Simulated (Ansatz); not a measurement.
Input and command of a plane-wave DFT calculation in Ansatz:

```yaml
crystal:
  lattice:
    - [3.7345308958, 0.0, 0.0]
    - [0.0, 3.7345308958, 0.0]
    - [0.0, 0.0, 4.7189045287]
  atoms:
    - { symbol: Nb, position: [0.0, 0.5, 0.2351] }
    - { symbol: Nb, position: [0.5, 0.0, 0.7649] }
    - { symbol: P, position: [0.0, 0.0, 0.0] }
    - { symbol: P, position: [0.5, 0.5, 0.0] }
basis:
  ecutwfc: 500
kpoints:
  mp_grid: { grid: [6, 6, 4] }
hamiltonian:
  xc: r2scan
scf:
  occupations: { method: gaussian, width: 0.1 }
  lower_state_search: "off"
output:
  forces: true
  stress: true
  eigenvalues: true
```

```bash
ansatz run input.yaml --threads 1 --pin off --max-ram 3072MiB --backend cpu --events-out ev --progress --plain --runs-dir out
```

Processor: Arm Neoverse V2, 1 thread, on a host shared with other jobs.

**Question.** How long does it run, and how much memory does it take?

**Answer.** About 9 s on 1 thread of Arm Neoverse V2, on a shared host, peak memory 0.48 GiB. It solves 22 bands at 30 k points (the mesh reduced by the symmetry that the task leaves, which can be less than the crystal's) with about 1657 plane waves, in 8 SCF iterations.
